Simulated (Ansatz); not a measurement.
## Where the states of RbLuS$_{2}$ lie

```xyz
4
Lattice="1.9955 1.1521 7.6127 -1.9955 1.1521 7.6127 0.0000 -2.3042 7.6127" Properties=species:S:1:pos:R:3 pbc="T T T"
Rb    0.0000    0.0000    0.0000
Lu    0.0000    0.0000   11.4190
S     0.0000    0.0000    5.2596
S     0.0000    0.0000   17.5784
```

Structure: COD 4030790, as refined from experiment and not relaxed.

No spin–orbit coupling, which matters for the heavy atoms here.

The calculation used Ansatz 0.2.0, DFT, PBEsol, all-electron LAPW, scalar-relativistic.

Sampling and basis: a Γ-centred 9×9×9 k mesh, Fermi–Dirac smearing of 0.01 eV, basis error target 1 meV/atom, no spin polarisation.

States per eV and cell, averaged over 0.6 eV, from -11.9 to 5.9 eV, with energies (bin centres) from the valence-band top; empty bins are left out. The partial columns, the largest 5 alone, are projections on Löwdin-orthogonalised atomic shells (those that the program's projection atoms carry: the occupied ones and, for some elements, an empty d or f shell; other empty shells have no column), summed over atoms of an element. Weights on diffuse s and p shells depend on that basis and aren't pure angular character.

| E (eV) | total | Lu 4f | S 3p | Lu 5d | Rb 4p | S 3s |
| --- | --- | --- | --- | --- | --- | --- |
| -11.7 | 0.86 | 0.00 | 0.00 | 0.01 | 0.08 | 0.55 |
| -11.1 | 5.78 | 0.01 | 0.03 | 0.51 | 1.04 | 3.88 |
| -10.5 | 0.08 | 0.00 | 0.00 | 0.00 | 0.04 | 0.03 |
| -9.9 | 9.76 | 0.00 | 0.11 | 0.12 | 8.50 | 0.97 |
| -9.3 | 0.20 | 0.00 | 0.00 | 0.00 | 0.14 | 0.05 |
| -3.9 | 23.33 | 23.00 | 0.25 | 0.02 | 0.00 | 0.01 |
| -3.3 | 1.46 | 0.07 | 0.91 | 0.21 | 0.01 | 0.03 |
| -2.7 | 2.81 | 0.08 | 1.98 | 0.34 | 0.02 | 0.08 |
| -2.1 | 3.02 | 0.02 | 2.36 | 0.46 | 0.03 | 0.01 |
| -1.5 | 6.40 | 0.05 | 4.95 | 1.14 | 0.04 | 0.04 |
| -0.9 | 4.46 | 0.06 | 3.95 | 0.24 | 0.03 | 0.03 |
| -0.3 | 1.85 | 0.03 | 1.69 | 0.06 | 0.01 | 0.00 |
| 2.1 | 0.07 | 0.00 | 0.00 | 0.05 | 0.00 | 0.00 |
| 2.7 | 1.13 | 0.00 | 0.10 | 0.77 | 0.00 | 0.01 |
| 3.3 | 2.03 | 0.00 | 0.17 | 1.36 | 0.00 | 0.03 |
| 3.9 | 1.89 | 0.00 | 0.15 | 1.19 | 0.00 | 0.06 |
| 4.5 | 3.15 | 0.00 | 0.28 | 1.58 | 0.01 | 0.09 |
| 5.1 | 4.59 | 0.00 | 0.25 | 2.36 | 0.01 | 0.11 |
| 5.7 | 3.64 | 0.00 | 0.27 | 1.42 | 0.01 | 0.09 |

(1) Which of the resolved shells contributes most in the top eV of the valence band?

(2) Where is the centre of the filled Lu 4f states between -13 eV and the top of the filled states?

## Answers

(1) S 3p, with 90 % of all states there; Lu 5d follows with 4 %.

(2) -3.68 eV from the valence-band top.
